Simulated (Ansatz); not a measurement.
SrTiO$_{3}$ (cubic perovskite)

Space group Pm-3m (No. 221); a = 3.9365 Å, b = 3.9365 Å, c = 3.9365 Å, α = 90.00°, β = 90.00°, γ = 90.00°

```
atom  site  symmetry       x       y       z
----  ----  --------  ------  ------  ------
Sr      1a      m-3m  0.0000  0.0000  0.0000
Ti      1b      m-3m  0.5000  0.5000  0.5000
O       3c    4/mm.m  0.0000  0.5000  0.5000
```

The relaxed cell is deformed in two ways at once: its volume V is scaled, and at that volume it is stretched along z (the c axis of the conventional cell) so that c/a changes. Fractional atomic positions are held.

Level of theory: PBE (plane waves to 420 eV, PAW, scalar-relativistic; Ansatz, a quantum-chemistry and plane-wave program). k mesh 8×8×8 (Γ-centred), Fermi-Dirac smearing 0.05 eV. Compression counts positive. SrTiO3 is run without spin polarisation. SrTiO3 was relaxed with its symmetry unable to fall. The PAW data are Ansatz's earlier set. 

**Question.** Estimate the σxx (GPa) for all points of the grid V/V₀ = 0.960, 0.980, 1.000, 1.020, 1.040 by (c/a)/(c/a)₀ = 0.960, 0.980, 1.000, 1.020, 1.040.

**Answer.** σxx (GPa), with V/V₀ across and (c/a)/(c/a)₀ down:

```tsv
(c/a)/(c/a)₀ \ V/V₀	0.960	0.980	1.000	1.020	1.040
0.960	4.4	0.6	-2.7	-5.7	-8.4
0.980	5.9	2.1	-1.4	-4.5	-7.3
1.000	7.6	3.6	0.0	-3.2	-6.1
1.020	9.4	5.2	1.5	-1.9	-4.9
1.040	11.3	7.0	3.1	-0.4	-3.6
```

(Under strain, the slope of the energy per volume gives the stress and its curvature an elastic modulus.)
